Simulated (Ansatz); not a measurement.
An Ansatz input:

```yaml
crystal:
  lattice:
    - [-4.4278216233, 4.4284608445, 1.8342404053]
    - [4.4284608445, -4.4278216233, 1.8342404053]
    - [2.3941137346, 2.3941137346, -1.8330696706]
  atoms:
    - { symbol: Yb, position: [4.1093e-06, 0.9999958907, 1.0] }
    - { symbol: Yb, position: [0.7499958907, 0.2500041093, 0.5] }
hamiltonian:
  xc: r2scan
  pseudopotentials:
    kind: paw
    azcp:
      Yb: "pseudopotentials/Yb.paw.azcp"
basis:
  ecutwfc: 500
  fft_grid_basis: typed
kpoints:
  mp_grid: { grid: [12, 12, 11], shift: [0, 0, 0] }
magnetization:
  spin_polarized: false
scf:
  occupations: { method: fermi_dirac, width: 0.1 }
  lower_state_search: "off"
output:
  stress: true
```

and its output:

```
band count auto-derived: 30, from the close of a first SCF at 29 (N_el = 48.0; filled up to band 24; 29 by the electrons, moments and atoms)
Engine: ansatz 0.2.0, x86_64-unknown-linux-gnu
Pseudopotentials: kind: paw
Pseudopotential: Yb, paw, valence charge 24, recommended cutoff 500 eV (meta_gga) 
Functional definition: r2SCAN
  parameter k0 = 0.174
  parameter k1 = 0.065
  parameter a1 = 4.9479
  exchange = r2scan_x(k0 = k0, k1 = k1, a1 = a1)
  correlation = r2scan_c
Crystal: 2 atoms, lattice volume = 77.793 Å³
Basis set: ecut = 500 eV, 1961 PW (Γ), exchange–correlation on 192×192×120 points (64 copies of the dense FFT grid, shifted against one another)
Bands: 29, of which v1, the nominal top of the filled ones, is band 24 counted from 1 (23 counted from 0)
Symmetry: 4 space group operations
Space group: C2/c (ITA 15), of the structure as read, at distance tolerance 4.3e-5 Å
k-points: 433 of 1584
Non-local potential: Yb, projectors of the file, l = 0: 3, l = 1: 2, l = 2: 2, l = 3: 3
PAW form: soft (Blöchl's): semilocal exchange-correlation on the pseudo side does not see the compensation charge
PAW frozen core: Yb, regenerated for the run's functional (the file was generated under x = pbe(κ = 0.804, μ = 0.2195149727645171), c = pbe(β = 0.06672455060314922))
PAW one-centre angular grid: Yb, 2702 points (default); XC on 160 Gauss nodes
Initial density: superposition of atomic densities (neutral atoms: chi_scale 0, normalization atom), corrected by the library's trained network
Initial wavefunctions: pseudopotential atomic-orbital guess
Functional: x = r2scan, c = r2scan; τ floored in thin density (d = 2e-4 eV/Å³)
SCF iter   1: F=-27610.335818 eV  HF=-27611.736287 eV  |F-HF|=1.40e0  |Δ(HF+E_count)|=         —  Δρ=3.43e-2  dr2=7.93e-1  dr2_τ=3.04e-3  ethr=1.77e-3  ⟨swp⟩=5.5  Hψ=49527  notcnv=0
SCF iter   2: F=-27541.444712 eV  HF=-27614.220161 eV  |F-HF|=7.28e1  |Δ(HF+E_count)|=    2.48e0  Δρ=2.81e-1  dr2=5.05e1  dr2_τ=5.20e-2  ethr=1.65e-3  ⟨swp⟩=5.1  Hψ=37684  notcnv=0  defer=255  recentre
SCF iter   3: F=-27610.962296 eV  HF=-27611.675408 eV  |F-HF|=7.13e-1  |Δ(HF+E_count)|=    2.54e0  Δρ=2.52e-2  dr2=4.31e-1  dr2_τ=2.02e-3  ethr=1.65e-3  ⟨swp⟩=4.0  Hψ=39438  notcnv=0
SCF iter   4: F=-27611.632118 eV  HF=-27611.630288 eV  |F-HF|=1.83e-3  |Δ(HF+E_count)|=   4.51e-2  Δρ=3.48e-3  dr2=8.33e-3  dr2_τ=2.48e-4  ethr=8.97e-4  ⟨swp⟩=3.4  Hψ=25749  notcnv=0
SCF iter   5: F=-27611.627682 eV  HF=-27611.636171 eV  |F-HF|=8.49e-3  |Δ(HF+E_count)|=   5.88e-3  Δρ=3.89e-3  dr2=1.08e-2  dr2_τ=7.19e-5  ethr=1.74e-5  ⟨swp⟩=2.7  Hψ=24245  notcnv=0
SCF iter   6: F=-27611.564606 eV  HF=-27611.640687 eV  |F-HF|=7.61e-2  |Δ(HF+E_count)|=   4.52e-3  Δρ=9.23e-3  dr2=5.88e-2  dr2_τ=9.75e-5  ethr=1.74e-5  ⟨swp⟩=2.1  Hψ=23113  notcnv=0  recentre
SCF iter   7: F=-27611.626825 eV  HF=-27611.636996 eV  |F-HF|=1.02e-2  |Δ(HF+E_count)|=   3.69e-3  Δρ=3.50e-3  dr2=8.34e-3  dr2_τ=1.36e-5  ethr=1.74e-5  ⟨swp⟩=2.0  Hψ=20691  notcnv=0
Error: SIGTERM received: cancelled by the caller after 7 completed SCF iterations
```

The calculation hadn't finished when its time ran out.
